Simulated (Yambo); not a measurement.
Yambo run on Ta$_{3}$O$_{7}$F (space group Cmmm, No. 65). The wavefunctions are PBEsol (Quantum ESPRESSO, PseudoDojo norm-conserving, 84 Ry, without SOC) ones on a 2×2×4 mesh (44 occupied bands); a = b = 6.2587 Å, c = 3.8479 Å, α = β = 90.00°, γ = 117.99°.

Yambo input:

```
rim_cut
gw0
dyson
el_el_corr
HF_and_locXC
ppa
em1d
RandQpts= 1000000
RandGvec= 1 Ry
EXXRLvcs= 84 Ry
VXCRLvcs= 336 Ry
Chimod= "HARTREE"
% BndsRnXp
 4 | 212 |
%
NGsBlkXp= 2 Ry
% LongDrXp
 1.0 | 1.0 | 1.0 |
%
PPAPntXp= 27.2114 eV
% GbndRnge
 1 | 212 |
%
GTermKind= "BG"
DysSolver= "n"
ExtendOut
% QPkrange
 4 | 4 | 44 | 45 |
 9 | 9 | 44 | 44 |
%
```

k points by index: 4 = (0, -0.5, 0), 9 = (-0.5, -0.5, -0.5).

The o-*.qp file then holds:

```
#    K-point    Band    Eo [eV]    E [eV]    E-Eo [eV]    Vxc [eV]    Vnlxc [eV]    Sc|Eo [eV]    Sc|E [eV]    dSc/dw|Eo [eV]    Re(Z)    Im(Z)
#
    4    44    -0.661251    -1.270726    -0.609475    -19.47697    -24.57006    4.334301    4.483612    -6.664916    0.803255    -0.001276
    4    45    2.281128    3.684095    1.402967    -15.15335    -9.540764    -3.943060    -4.209618    -5.169729    0.840346    -0.935074E-3
    9    44    0.000000    -0.584537    -0.584537    -20.12595    -25.28747    4.435115    4.576989    -6.603092    0.804724    -0.001248
```
(The two width columns are left out.) Convergence of these settings isn't established.

Geometry of the Materials Project entry, not relaxed at this level.

The structure is a Materials Project entry; no match was found in the copy of COD used, and its stability was not checked.
